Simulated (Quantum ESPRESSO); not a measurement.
Electric field gradients in CaMg3S4 (changed cell)

```
CELL_PARAMETERS angstrom
      5.37320     0.00000     0.00000
      0.00000     5.37320     0.00000
      0.00000     0.00000     5.37320
ATOMIC_POSITIONS crystal
  Ca 0.00000 0.00000 0.00000
  S  0.50000 0.00000 0.00000
  Mg 0.00000 0.50000 0.50000
  S  0.50000 0.50000 0.50000
  Mg 0.50000 0.00000 0.50000
  S  0.00000 0.00000 0.50000
  Mg 0.50000 0.50000 0.00000
  S  0.00000 0.50000 0.00000
```
The cell was made here from a computed Materials Project entry: one of 4 Mg replaced by Ca, cell and atoms relaxed (PBE without dispersion, pw.x of a modified build of Quantum ESPRESSO, symmetry kept). The parent is MgS in Fm-3m; whether this form has been observed was not checked. The swapped cell is a model, not a known phase. Stability against distortions was not tested.

Computed: field gradients by a PBE PAW density (pw.x of Quantum ESPRESSO, JTH datasets) with the all-electron reconstruction of Petrilli and co-workers, 20 Ha, k-mesh 5×5×5 through Γ.

```json
[
 {"site": "Ca (atom 1)", "site symmetry": "m-3m", "Vzz (10²¹ V/m²)": "0", "η_Q": "–", "∣C_Q∣ (MHz)": "0 (⁴³Ca)"},
 {"site": "S1 (atoms 2, 6, 8)", "site symmetry": "4/mmm", "Vzz (10²¹ V/m²)": "-5.96", "η_Q": "0.00", "∣C_Q∣ (MHz)": "9.77 (³³S)"},
 {"site": "Mg (atoms 3, 5, 7)", "site symmetry": "4/mmm", "Vzz (10²¹ V/m²)": "under 0.2", "η_Q": "–", "∣C_Q∣ (MHz)": "under 0.94 (²⁵Mg)"},
 {"site": "S2 (atom 4)", "site symmetry": "m-3m", "Vzz (10²¹ V/m²)": "0", "η_Q": "–", "∣C_Q∣ (MHz)": "0 (³³S)"}
]
```

Quadrupole moments taken as inputs (sizes, barn, from the tables of PySCF and pymatgen): ⁴³Ca 0.0408, ³³S 0.0678, ²⁵Mg 0.199.

Principal values are ordered |Vxx| ≤ |Vyy| ≤ |Vzz|, η = (Vxx − Vyy)/Vzz, and C_Q = eQVzz/h is given by its size. Cores are frozen. Against all-electron runs on small test molecules, this scheme's |Vzz| missed by −3 % on S. The structure is static (0 K, no zero-point motion).
